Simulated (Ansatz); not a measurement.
Relaxed Rh (fcc, Cu type):

```
CELL_PARAMETERS angstrom
      3.80000     0.00000     0.00000
      0.00000     3.80000     0.00000
      0.00000     0.00000     3.80000
ATOMIC_POSITIONS crystal
  Rh 0.00000 0.00000 0.00000
  Rh 0.50000 0.50000 0.00000
  Rh 0.50000 0.00000 0.50000
  Rh 0.00000 0.50000 0.50000
```

All values below come from r2SCAN (plane waves to 500 eV, PAW, scalar-relativistic; Ansatz, an electronic-structure program). k mesh 10×10×10 (Γ-centred), Fermi-Dirac smearing 0.05 eV. With partly filled bands, energies and forces of such displacements shift with the k mesh and the smearing. Rh is run without spin polarisation. Rh was relaxed with its symmetry unable to fall.

One atom of the cell was then moved (with its periodic images), all else fixed, and the forces (eV/Å) came out as:

| atom | Fx | Fy | Fz |
|---|---|---|---|
| Rh1 | 0.000 | 0.000 | 1.255 |
| Rh2 | 0.000 | 0.000 | -0.148 |
| Rh3 | 0.000 | 0.000 | -0.554 |
| Rh4 | 0.000 | 0.000 | -0.554 |

Task: Which atom was moved, and by which vector (Å)?

Result: Rh1, by (0.00, 0.00, -0.11), 0.11 Å in all.

(A displaced cell: forces are minus the slopes of the energy, force constants its curvatures, and phonons follow from these.)
